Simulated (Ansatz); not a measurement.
ZrSi in space group Cmcm (No. 63; Zr on 4c, Si on 4c), the program Ansatz at the PBE level (PAW), all energies at zero smearing, with the estimated change up to a 700 eV cutoff added, with one set of potentials and settings (totals compare only within such a set). Cell of 4 atoms (2 Zr, 2 Si): -9643.075 eV.

```tsv
element	reference phase	E (eV/atom)
Zr	P6_3/mmc, 2 atoms in the cell	-4183.8362
Si	Fd-3m, 2 atoms in the cell	-635.8096
```

Formation energy per atom, worked out: (-9643.075 − 2×(-4183.8362) − 2×(-635.8096))/4 = -0.946 eV/atom (-91 kJ per mol of atoms), at 0 K, without zero-point energy or fitted corrections.

The first step of the workflow began from a Materials Project structure, measured or hypothetical; the Crystallography Open Database files this formula in space group No. 63, but the cells were not matched. Its standing as an ambient phase is unchecked. The cell was relaxed with PBE under the symmetry of its start; whether a distortion lowers the energy is not shown. The run is not spin-polarised. The references are the lowest solids computed at this level, not always the standard phases.

Potentials: the later of the program's two PAW sets.
